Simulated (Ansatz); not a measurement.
# Fields on a plane of TiN (rock salt)

```
CELL_PARAMETERS angstrom
      0.00000     2.11625     2.11625
      2.11625     0.00000     2.11625
      2.11625     2.11625     0.00000
ATOMIC_POSITIONS crystal
  N  0.00000 0.00000 0.00000
  Ti 0.50000 0.50000 0.50000
```

The slice is a {100} plane (indices of the conventional cell) through the point (0.000, 0.000, 0.000) (fractional), spanned by u = [100] and v = [0 1 -1] in vectors of this cell: u (2.99 Å) and v (2.99 Å, at 90° to u). It covers one period; positions are fractions (u, v).

Atoms on it: N at (0.00, 0.00); Ti at (0.50, 0.50).

Computed with r2SCAN (plane waves to 500 eV, PAW, scalar-relativistic; Ansatz, an electronic-structure program). k mesh 19×19×19. Inside the PAW spheres the values are not all-electron values, and peaks at nuclei hang on which shells count as valence. TiN is run without spin polarisation. TiN was relaxed with its symmetry unable to fall.

```tsv
v \ u	0.00	0.10	0.20	0.30	0.40	0.50	0.60	0.70	0.80	0.90
0.90	x	x	x	7.5	7.0	6.2	7.0	7.5	x	x
0.75	x	x	4.9	<1.0	x	x	x	<1.0	4.9	x
0.60	9.2	7.0	<1.0	x	x	x	x	x	<1.0	7.0
0.45	8.9	6.5	<1.0	x	x	x	x	x	<1.0	6.5
0.30	x	7.4	3.3	x	x	x	x	x	3.3	7.4
0.15	x	x	x	6.0	3.8	2.1	3.8	6.0	x	x
0.00	x	x	x	x	9.2	8.8	9.2	x	x	x
```

Values: electrostatic potential energy of an electron, from the cell's mean, in eV. Points within 0.9 Å of a nucleus are blanked (x), as the pseudised field means little there. Values under 1 eV are set to 1. The zero, the cell's mean, hangs on the PAW cores.

```
|###*+=:.     .:=+*##|
|##*+=-:.     .:-=+*#|
|**++=-:.......:-=++*|
|++==-:::::::::::-==+|
|==--:::-==+==-:::--=|
|::::::-+*###*+-:::::|
|....:-+*%%%%%*+-:...|
|   .:=*%@@@@@%*=:.  |
|   .:=#%@@@@@%#=:.  |
|   .:+#%@@@@@%#+:.  |
|   .:=#%@@@@@%#=:.  |
|   .:=*%@@@@@%*=:.  |
|....:-+*%%%%%*+-:...|
|::::::-+*###*+-:::::|
|==--:::-==+==-:::--=|
|++==-:::::::::::-==+|
|**++=-:.......:-=++*|
|##*+=-:.     .:-=+*#|
|###*+=:.     .:=+*##|
|###*+=:.     .:=+*##|
```
Scale: ten equal steps from -0.72 (start of ' ') to 1.00 (end of '@'), in the order ' .:-=+*#%@'. Values: log₁₀ of the valence density in e/Å³. The map has 20 points along u (one character each, u = 0 at the left) and 20 along v (v = 0 in the bottom row). The scale is logarithmic, as a density can span decades between atoms and voids.

| Item | Result |
|---|---|
| Density on the N–Ti line (2.12 Å) at its midpoint | 0.51 e/Å³ |
| ELF at that point | 0.18 |
